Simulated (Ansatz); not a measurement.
Consider the following.

C:
Space group Im-3m (No. 229); a = 4.858 Å, b = 4.858 Å, c = 4.858 Å, α = 90.00°, β = 90.00°, γ = 90.00°

| atom | site | symmetry | x | y | z |
|---|---|---|---|---|---|
| C | 16f | .3m | 0.1627 | 0.1627 | 0.1627 |
(The calculation used a cell of 8 atoms; values per cell refer to that cell.)

This is the r²SCAN-relaxed structure.

Problem. All from the program Ansatz at the r²SCAN level (PAW), unless another level is named. Give the band gap.

Solution. 3.06 eV (indirect).

Problem. And the electron effective mass?

Solution. 0.46, 0.46, 0.73 mₑ (principal values).

Problem. Give the HSE06 gap on the r²SCAN cell.

Solution. 4.11 eV.

Problem. And the smallest direct gap on the standard path?

Solution. 4.16 eV.

The start of the workflow was typed in or built on a structure type; neither database checked (COD, Materials Project) lists it. It is not the phase usual at ambient conditions (space group No. 194, 227). The cell was relaxed with r²SCAN under the symmetry of its start; its stability against distortions is not shown here.

Potentials: the earlier of the program's two PAW sets.
